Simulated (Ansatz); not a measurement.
Ti₃Al:
```cif
data_Al2Ti6
_chemical_formula_sum 'Ti6 Al2'
_space_group_name_H-M_alt 'P63/mmc'
_space_group_IT_number 194
_space_group_name_Hall '-P 6c 2c'
_cell_length_a 5.74749
_cell_length_b 5.74749
_cell_length_c 4.63014
_cell_angle_alpha 90.000
_cell_angle_beta 90.000
_cell_angle_gamma 120.000
loop_
_atom_site_label
_atom_site_type_symbol
_atom_site_symmetry_multiplicity
_atom_site_Wyckoff_symbol
_atom_site_fract_x
_atom_site_fract_y
_atom_site_fract_z
_atom_site_occupancy
Ti1 Ti 6 h 0.34033 0.17017 0.25000 1
Al1 Al 2 c 0.33333 0.66667 0.25000 1
```

Relaxed at zero pressure with r²SCAN (plane waves, PAW; program Ansatz).

Question: The volume is raised by 9 % and shape and atoms relax at that volume. What pressure results, and how do the axes share the change?

Answer: -8.9 GPa; a 3.0 %, b 3.0 %, c 2.7 %; the energy rises by 44 meV/atom.

Question: Give the new structure.

Answer: 
Space group P6₃/mmc (No. 194); a = 5.9204 Å, b = 5.9204 Å, c = 4.7563 Å, α = 90.00°, β = 90.00°, γ = 120.00°

```tsv
atom	site	symmetry	x	y	z
Ti	6h	mm2	0.3405	0.1703	0.2500
Al	2c	-6m2	0.3333	0.6667	0.2500
```

The phase is kept; no other phase was compared at this pressure.

Space group P6_3/mmc. The r²SCAN relaxation kept the symmetry of its start. The run is not spin-polarised. Axis ratios of metals converge slowly with the k-mesh, so a and c are less sure than the volume.

Potentials: the later of the program's two PAW sets.
